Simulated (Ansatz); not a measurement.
Data:

ScOF:
```cif
data_F2O2Sc2
_chemical_formula_sum 'Sc2 O2 F2'
_space_group_name_H-M_alt 'P4/nmm :1'
_space_group_IT_number 129
_space_group_name_Hall 'P 4ab 2ab -1ab'
_cell_length_a 3.59216
_cell_length_b 3.59216
_cell_length_c 5.11374
_cell_angle_alpha 90.000
_cell_angle_beta 90.000
_cell_angle_gamma 90.000
loop_
_space_group_symop_operation_xyz
  'x, y, z'
  '-y+1/2, x+1/2, z'
  '-x, -y, z'
  'y+1/2, -x+1/2, z'
  'x+1/2, -y+1/2, -z'
  '-y, -x, -z'
  '-x+1/2, y+1/2, -z'
  'y, x, -z'
  '-x+1/2, -y+1/2, -z'
  'y, -x, -z'
  'x+1/2, y+1/2, -z'
  '-y, x, -z'
  '-x, y, z'
  'y+1/2, x+1/2, z'
  'x, -y, z'
  '-y+1/2, -x+1/2, z'
loop_
_atom_site_label
_atom_site_type_symbol
_atom_site_symmetry_multiplicity
_atom_site_Wyckoff_symbol
_atom_site_fract_x
_atom_site_fract_y
_atom_site_fract_z
_atom_site_occupancy
Sc1 Sc 2 c 0.00000 0.50000 0.29269 1
O1 O 2 b 0.50000 0.50000 0.50000 1
F1 F 2 a 0.00000 0.00000 0.00000 1
```

This is the r²SCAN-relaxed structure.

Task: All from the program Ansatz at the r²SCAN level (PAW), unless another level is named. Estimate the band gap.

Result: 4.92 eV (indirect).

Task: Predict the electron effective mass.

Result: 1.2, 1.2, 5.1 mₑ (principal values).

Task: Next, the HSE06 gap on the r²SCAN cell?

Result: 6.29 eV.

Task: Predict the valence-band maximum.

Result: on the A–Z line, 53 % of the way from A.

The workflow started from a Materials Project entry (that database holds measured and hypothetical structures alike); the Crystallography Open Database copy checked does not list it. Its standing as an ambient phase is unchecked. The cell was relaxed with r²SCAN under the symmetry of its start; its stability against distortions is not shown here. No spin polarisation was allowed.

Potentials: the later of the program's two PAW sets.
